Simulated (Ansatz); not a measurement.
Starting cell, Li (space group R-3m):

```yaml
crystal:
  lattice:
    - [1.49401, 0.86257, 7.35389]
    - [-1.49401, 0.86257, 7.35389]
    - [0.00000, -1.72513, 7.35389]
  atoms:
    - { symbol: Li, position: [0.77776, 0.77776, 0.77776] }
    - { symbol: Li, position: [0.22224, 0.22224, 0.22224] }
    - { symbol: Li, position: [0.00000, 0.00000, 0.00000] }
```

A phonon eigenvector at Γ is frozen into this cell: atom i moves by Q times the vector below, so Q is the largest atomic displacement, in Å. The cell is held. It is one choice among 2 degenerate patterns.

```
atom      x      y       z
----  -----  -----  ------
Li1   0.000  0.000   0.500
Li2   0.000  0.000   0.500
Li3   0.000  0.000  -1.000
```

Level of theory: LDA (plane waves to 420 eV, PAW, scalar-relativistic; Ansatz, a first-principles code). k mesh 18×18×18 (Γ-centred), Fermi-Dirac smearing 0.05 eV. Energies are smeared free energies. With partly filled bands, energies and forces of such displacements shift with the k mesh and the smearing. Li was relaxed with its symmetry unable to fall. This is one of several known forms of Li; the measured ambient cells at hand have space group No. 229. The zero of ΔE is the undisplaced structure. The last digit holds for this mesh only.

```
Q (Å)    ΔE (meV/cell)
-------  -------------
-0.1000          15.91
-0.0833       withheld
-0.0667           7.06
-0.0500           3.97
-0.0333           1.76
-0.0167           0.44
0.0000            0.00
0.0167            0.44
0.0333            1.76
0.0500            3.97
0.0667            7.06
0.0833        withheld
0.1000           15.91
```

Task: Fit an even polynomial form (powers 2, 4) to the given rows and predict ΔE at Q = 0.0833.

Result: Least squares on the 11 given rows: ΔE = (1585)·Q² + (595.6)·Q⁴, in meV/cell with Q in Å; root-mean-square residual 0.002 meV/cell. At 0.0833 the fit gives 11.03 meV/cell; the calculation gives 11.03 meV/cell, the same to the digits shown. The quadratic term alone would give 11.00 meV/cell.

(A displaced cell: forces are minus the slopes of the energy, force constants its curvatures, and phonons follow from these.)
